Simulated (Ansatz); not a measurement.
Crystals of one structure type (rock salt) and one family of elements, relaxed and computed with the program Ansatz at the r²SCAN level (PAW).

| crystal | K_Hill (GPa) | G_Hill (GPa) |
|---|---|---|
| KI | 12.4 | 6.6 |
| KBr | 15.9 | 8.7 |
| KCl | 19.2 | 10.4 |
| NaCl | 27.5 | 17.1 |
| LiCl | 34.8 | 23.9 |
| KF | 35.3 | ? |
| NaF | 54.4 | 35.4 |

Fit a straight line to ln G against ln K and predict the withheld value.

Least squares on the 6 shown rows: ln G = 1.18 × ln K + (-1.094), with a scatter of 5 %. For KF this gives 22.5. The run itself gave 18.1, outside the scatter: the line misses something about this case.

All cells were relaxed under the symmetry of their starts (and spin orders); stability against distortions was not tested throughout. Spin–orbit coupling is left out wherever it is not named.

Potentials: the later of the program's two PAW sets.
